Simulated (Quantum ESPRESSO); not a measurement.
## Band energies of AlAs at -1 % isotropic strain

```
AlAs
1.0
    0.00000     2.80908     2.80908
    2.80908     0.00000     2.80908
    2.80908     2.80908     0.00000
Al As
1 1
Direct
  0.00000   0.00000   0.00000
  0.25000   0.25000   0.25000
```

norm-conserving PBE (stringent potentials; Quantum ESPRESSO, 104 Ry, scalar-relativistic); path ΓXWKΓLUWLK,UX; energies in eV from the valence-band maximum.

| k (1/Å) | point | band 9 | band 10 | band 11 | band 12 | band 13 | band 14 | band 15 | band 16 |
|---|---|---|---|---|---|---|---|---|---|
| 0.00 | Γ | -34.38 | -12.00 | 0.00 | 0.00 | 0.00 | 2.23 | 4.33 | 4.33 |
| 0.34 |  | -34.38 | -11.70 | -1.75 | -0.69 | -0.69 | 3.46 | 3.94 | 5.47 |
| 0.78 |  | -34.38 | -10.56 | -4.52 | -1.91 | -1.91 | 1.88 | 2.88 | 8.58 |
| 1.12 | X | -34.38 | -9.96 | -5.50 | -2.22 | -2.22 | 1.40 | 2.30 | 10.50 |
| 1.23 |  | -34.38 | -9.96 | -5.48 | -2.33 | -2.31 | 1.60 | 2.51 | 9.97 |
| 1.57 |  | -34.38 | -9.93 | -5.19 | -3.16 | -2.85 | 3.76 | 4.83 | 6.47 |
| 1.68 | W | -34.38 | -9.93 | -5.14 | -3.26 | -2.90 | 4.34 | 5.77 | 5.79 |
| 2.07 | K | -34.38 | -9.99 | -5.24 | -3.50 | -1.84 | 2.23 | 5.03 | 8.28 |
| 2.47 |  | -34.38 | -10.62 | -4.60 | -2.94 | -0.92 | 3.45 | 5.85 | 5.97 |
| 2.86 |  | -34.38 | -11.59 | -2.46 | -1.08 | -0.17 | 3.58 | 4.51 | 4.73 |
| 3.16 |  | -34.38 | -11.97 | -0.32 | -0.08 | -0.01 | 2.49 | 4.33 | 4.36 |
| 3.26 | Γ | -34.38 | -12.00 | 0.00 | 0.00 | 0.00 | 2.23 | 4.33 | 4.33 |
| 3.58 |  | -34.38 | -11.72 | -2.11 | -0.27 | -0.27 | 2.94 | 4.78 | 4.78 |
| 4.01 |  | -34.38 | -10.78 | -5.14 | -0.77 | -0.77 | 2.33 | 4.81 | 4.81 |
| 4.23 | L | -34.38 | -10.53 | -5.67 | -0.84 | -0.84 | 2.23 | 4.70 | 4.70 |
| 4.42 |  | -34.38 | -10.46 | -5.58 | -1.60 | -1.01 | 2.90 | 4.49 | 5.13 |
| 4.72 |  | -34.38 | -10.15 | -5.24 | -3.27 | -1.56 | 2.64 | 6.08 | 6.96 |
| 4.91 | U | -34.38 | -9.99 | -5.24 | -3.50 | -1.84 | 2.23 | 5.03 | 8.28 |
| 5.11 |  | -34.38 | -9.96 | -5.19 | -3.41 | -2.37 | 3.15 | 5.15 | 6.81 |
| 5.31 | W | -34.38 | -9.93 | -5.14 | -3.26 | -2.90 | 4.34 | 5.77 | 5.79 |
| 5.51 |  | -34.38 | -10.03 | -5.15 | -3.36 | -2.34 | 4.07 | 4.91 | 6.48 |
| 5.90 |  | -34.38 | -10.45 | -5.57 | -1.60 | -1.03 | 2.95 | 4.40 | 5.20 |
| 6.10 | L | -34.38 | -10.53 | -5.67 | -0.84 | -0.84 | 2.23 | 4.70 | 4.70 |
| 6.18 |  | -34.38 | -10.52 | -5.65 | -1.02 | -0.88 | 2.41 | 4.63 | 4.79 |
| 6.53 |  | -34.38 | -10.22 | -5.30 | -3.00 | -1.44 | 2.81 | 5.75 | 6.51 |
| 6.78 | K | -34.38 | -9.99 | -5.24 | -3.50 | -1.84 | 2.23 | 5.03 | 8.28 |
| 6.78 | U | -34.38 | -9.99 | -5.24 | -3.50 | -1.84 | 2.23 | 5.03 | 8.28 |
| 7.18 | X | -34.38 | -9.96 | -5.50 | -2.22 | -2.22 | 1.40 | 2.30 | 10.50 |

The PBE gap is indirect, 1.40 eV, from Γ to X; the smallest direct gap is 2.23 eV.

Spin-orbit splittings are left out.

Geometry strained from the cell relaxed with PBEsol, atoms relaxed again.
